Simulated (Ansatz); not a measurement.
**One relaxed cell of NaHF₂ at several levels**

A database entry relaxed whole under r2SCAN at zero pressure (R-3m, No. 166):

```
CELL_PARAMETERS angstrom
1.71356 0.98933 4.57129
-1.71356 0.98933 4.57129
0.00000 -1.97865 4.57129
ATOMIC_POSITIONS crystal
Na 0.00000 0.00000 0.00000
H 0.50000 0.50000 0.50000
F 0.41720 0.41720 0.41720
F 0.58280 0.58280 0.58280
```

Its volume is 11.62 Å³ an atom, -2.9 % against the entry's 11.98, which is old or was flagged in a check.

Single points on this cell with plane-wave PAW DFT (Ansatz 0.2.0; r2SCAN 500 eV, hybrids 420 eV; fermi-dirac occupations of width 0.020 eV; no moments): r2SCAN on a 10×10×10 Γ-centred mesh; HSE06 on a 4×4×4 Γ-centred mesh; PBE0 on a 4×4×4 Γ-centred mesh.

Problem. What does each level give for gap and charges?

Solution. The runs give:

| level | gap (eV), or kind | pressure (GPa) | Bader charge of Na (e) | Bader charge of H (e) | Bader charge of F (e) |
| --- | --- | --- | --- | --- | --- |
| r2SCAN | 7.82 | 0.0 | +0.91 | +0.73 | -0.82 |
| HSE06 | 9.22 | 0.7 | +0.91 | +0.75 | -0.83 |
| PBE0 | 10.00 | 0.7 | +0.91 | +0.75 | -0.83 |

Under r2SCAN the gap is 7.82 eV, over mesh and band path. HSE06 moves it by +1.41 eV and PBE0 by +2.19 eV; PBE0 keeps its exact exchange at long range, which widens the gap over HSE06's by 0.78 eV on their common mesh.

Caveats: the relaxation kept the start's symmetry; HSE06 is read on its mesh and at the zone's corners, PBE0 on its mesh alone; hybrid pressures are good to a few tenths of a GPa; pressure is positive in compression.
